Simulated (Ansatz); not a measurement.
Al:
```xyz
1
Lattice="0.0000 1.9918 1.9918 1.9918 0.0000 1.9918 1.9918 1.9918 0.0000" Properties=species:S:1:pos:R:3 pbc="T T T"
Al     0.0000     0.0000     0.0000
```

Relaxed with LDA. Special points in fractions of this cell's reciprocal vectors: Γ (0.000, 0.000, 0.000); X (0.500, 0.000, 0.500); U (0.625, 0.250, 0.625); K (0.375, 0.375, 0.750); L (0.500, 0.500, 0.500); W (0.500, 0.250, 0.750).

Q: List the band energies nearest the Fermi level at these points for the program Ansatz at the LDA level (PAW).

A: In eV from the Fermi level; about four levels below and three above (degenerate sets whole), none deeper than 8.9 eV; … stands for higher levels left out; points with the same levels are listed once.

```csv
k,below,above
Γ,–,…
X,-2.98 -1.62,5.28 …
U,-1.93 -1.40 -0.36,…
L,-4.70 -4.45,…
W,-0.87 -0.87,0.14 …
```

Space group Fm-3m (fcc (Cu type)). The cell was relaxed with LDA under the symmetry of its start.

Potentials: the later of the program's two PAW sets.
